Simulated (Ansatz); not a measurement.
Input and command of a plane-wave DFT calculation in Ansatz:

```yaml
crystal:
  lattice:
    - [5.4710344965, 0.0, 0.0]
    - [0.0, 6.1121688338, 0.0]
    - [0.0, 0.0, 2.8246681739]
  atoms:
    - { symbol: Sb, position: [0.1751570752, 0.3571957493, 0.0] }
    - { symbol: Sb, position: [0.8248429248, 0.6428042507, 0.0] }
    - { symbol: Sb, position: [0.6751570752, 0.1428042507, 0.5] }
    - { symbol: Sb, position: [0.3248429248, 0.8571957493, 0.5] }
    - { symbol: Ru, position: [0.0, 0.0, 0.0] }
    - { symbol: Ru, position: [0.5, 0.5, 0.5] }
basis:
  ecutwfc: 500
kpoints:
  mp_grid: { grid: [8, 6, 12] }
hamiltonian:
  xc: r2scan
scf:
  occupations: { method: gaussian, width: 0.01 }
output:
  forces: true
  stress: true
  eigenvalues: true
relax:
  adjacent_minimum: "off"
  f_tol: 0.008
  max_steps: 50
  cell: { stress_tol: 0.08, p_target: 90.0 }
```

```bash
ansatz run input.yaml --threads 1 --pin off --max-ram 2560MiB --backend cpu --events-out ev --progress --plain --runs-dir out
```

Processor: AMD EPYC 9R45 96-Core Processor (Zen 5), 1 thread, on a host shared with other jobs.

**Question.** How long does it run, and how much memory does it take?

**Answer.** About 2.5 min on 1 thread of AMD EPYC 9R45 96-Core Processor (Zen 5), on a shared host, peak memory 1.1 GiB. It solves 56 bands at 140 k points (the mesh reduced by symmetry) with about 2303 plane waves (on the last cell), in 37 SCF iterations over 7 ionic steps.
